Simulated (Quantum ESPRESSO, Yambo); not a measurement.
# Levels of theory for the gap of BeZn$_{3}$O$_{4}$

BeZn$_{3}$O$_{4}$ (space group I-42m, No. 121): one geometry, one set of PBEsol (Quantum ESPRESSO, PseudoDojo norm-conserving, 88 Ry, no spin-orbit coupling) orbitals, self-energies from Yambo (4×4×4 Γ-centred k mesh, bands 14 to 152 and a 7 Ry block in the screening, 152 bands in G with the Bruneval-Gonze terminator, plasmon pole fitted at 27.2 eV).

The geometry is that of Materials Project entry mp-1227367, symmetrised and not relaxed again.

| level | gap Γ → Γ (eV) | rough Yambo cost |
|---|---|---|
| PBEsol (Quantum ESPRESSO) | 1.49 | – |
| exchange only (Hartree-Fock self-energy on PBEsol orbitals) | 11.05 | about 1/9 (10 states) |
| static COHSEX@PBEsol | 3.66 | within a factor of two (2 states) |
| G0W0@PBEsol, plasmon pole | 3.09 | 1 (10 states) |

Bare exchange has no screening and gives the widest gap; static COHSEX screens it but leaves out the frequency dependence, which G0W0 restores.

Costs are rough ratios of core time on shared machines.

Nearest settings tried, and what they do to the gap: 75 bands in W, 75 bands in G: +340 meV; 1 Ry block (15 vectors against 195): +781 meV. Not varied: mesh. So the settings aren't converged at that level. Oxides, nitrides and fluorides with a shallow 3d shell are known to need far more bands and larger blocks.

The structure is a Materials Project entry; no match was found in the copy of COD used, and its stability was not checked.
